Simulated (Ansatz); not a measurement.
Lu (hcp (Mg type), P6_3/mmc) under volume change, the program Ansatz at the PBE+D3(BJ) level (PAW), shape and atoms relaxed at each volume.

| V (Å³/atom) | E − E(relaxed) (meV/atom) | P (GPa) |
|---|---|---|
| 25.310 | 39.5 | 5.43 |
| 26.145 | 16.7 | 3.37 |
| 26.979 | 4.0 | 1.57 |
| 27.814 | 0.0 | 0.00 |
| 28.648 | 3.7 | -1.38 |
| 29.482 | 14.1 | -2.59 |
| 30.317 | 30.4 | -3.65 |

Problem. What does a third-order Birch–Murnaghan fit give for V₀, B₀ and B′?

Solution. V₀ = 27.81 Å³/atom, B₀ = 49.1 GPa, B′ = 3.4.

Symmetry was held in the PBE+D3(BJ) relaxation. The pairwise dispersion correction was not fitted to metals. Spin–orbit coupling is left out wherever it is not named.

Potentials: the later of the program's two PAW sets.
